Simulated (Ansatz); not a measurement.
Input:

Sb:
Space group Fd-3m, origin choice 1 (No. 227); a = 6.993 Å, b = 6.993 Å, c = 6.993 Å, α = 90.00°, β = 90.00°, γ = 90.00°

```tsv
atom	site	symmetry	x	y	z
Sb	8b	-43m	0.5000	0.5000	0.5000
```
(The calculation used a cell of 2 atoms; values per cell refer to that cell.)

This is the PBE-relaxed structure.

### Question
All from PBE (plane waves, PAW; program Ansatz), unless another level is named. Give the electronic character.

### Answer
metallic (no gap).

### Question
Give the density of states at the Fermi level.

### Answer
0.53 states/eV per atom (mean over ±0.08 eV).

### Question
Predict the gap with spin–orbit coupling.

### Answer
none (metallic).

The start of the workflow was typed in or built on a structure type; neither database checked (COD, Materials Project) lists it. It is not the phase usual at ambient conditions (space group No. 166). The PBE relaxation kept the symmetry of its start; its stability against distortions is not shown here. Spin–orbit coupling is left out wherever it is not named.

Potentials: the earlier of the program's two PAW sets.
